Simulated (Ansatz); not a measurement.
BiTe (rock salt, Fm-3m) at seven volumes, PBE (plane waves, PAW; program Ansatz), scaled uniformly. One row is withheld.

| V (Å³/atom) | P (GPa) |
|---|---|
| 31.251 | 5.56 |
| 32.282 | 3.38 |
| 33.312 | 1.54 |
| 34.342 | 0.00 |
| 35.373 | ? |
| 36.403 | -2.39 |
| 37.433 | -3.30 |

### Question
Fit the shown pressures and predict the withheld one.

### Answer
P = (3/2)B₀(x^(7/2) − x^(5/2))[1 + (3/4)(B′ − 4)(x − 1)] with x = (V₀/V)^(2/3). Least squares on the six rows gives V₀ = 34.342 Å³/atom, B₀ = 47.1 GPa, B′ = 4.77. At V = 35.373, x = 0.9805 and P = -1.30 GPa. The run itself gave -1.30 GPa.

The workflow started from a Materials Project entry (that database holds measured and hypothetical structures alike); the Crystallography Open Database files this formula in space group No. 225, but the cells were not matched. Its standing as an ambient phase is unchecked. The cell was relaxed with PBE under the symmetry of its start; whether a distortion lowers the energy is not shown. Scalar-relativistic: spin–orbit coupling is off unless named, which matters more the heavier the elements.

Potentials: the earlier of the program's two PAW sets.
